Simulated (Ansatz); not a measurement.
All numbers below come from Ansatz 0.2.0, DFT PBE, scalar-relativistic, plane waves, PAW. Settings of the last relaxation (5-atom cell): 420 eV, 8×8×8 k points, Gaussian smearing of 0.10 eV, no spin polarisation.

Energies over the elements count from the elements' standard structures at the same level, with no fitted energy shifts.

Task: Suggest a trial structure for a cubic metal with formula ZrInS3, with a formation energy near −0.79 eV/atom and about 25 Å³ per atom, in a cell of 5 atoms. Its symmetry should be Pm-3m (No. 221).

Result: ZrInS3, space group Pm-3m (No. 221). Around Zr lie 6 S at 2.52 Å; around In lie 12 S at 3.56 Å (long contacts); around S lie 2 Zr at 2.52 Å, 4 In at 3.56 Å and 8 S at 3.56 Å.

```yaml
crystal:
  lattice:
    - [5.03220, 0.00000, 0.00000]
    - [0.00000, 5.03220, 0.00000]
    - [0.00000, 0.00000, 5.03220]
  atoms:
    - { symbol: Zr, position: [0.50000, 0.50000, 0.50000] }
    - { symbol: In, position: [0.00000, 0.00000, 0.00000] }
    - { symbol: S, position: [0.50000, 0.50000, 0.00000] }
    - { symbol: S, position: [0.00000, 0.50000, 0.50000] }
    - { symbol: S, position: [0.50000, 0.00000, 0.50000] }
```

The volume per atom is 25.49 Å³. The density is 3.94 g/cm³. The energy over the elements is −0.79 eV/atom and the gap on the 8×8×8 mesh of the 5-atom cell is 0 eV (a metal).

The cell was found from a structure generator's guess, not taken from experiment. The answer needn't be unique; the calculation gave this one.

An odd number of electrons in the primitive cell allows no gap without spin; a larger cell or a magnetic state could open one. The reference form of S is held partly by dispersion forces, which this level lacks. A structure relaxed within its symmetry needn't be a true minimum.
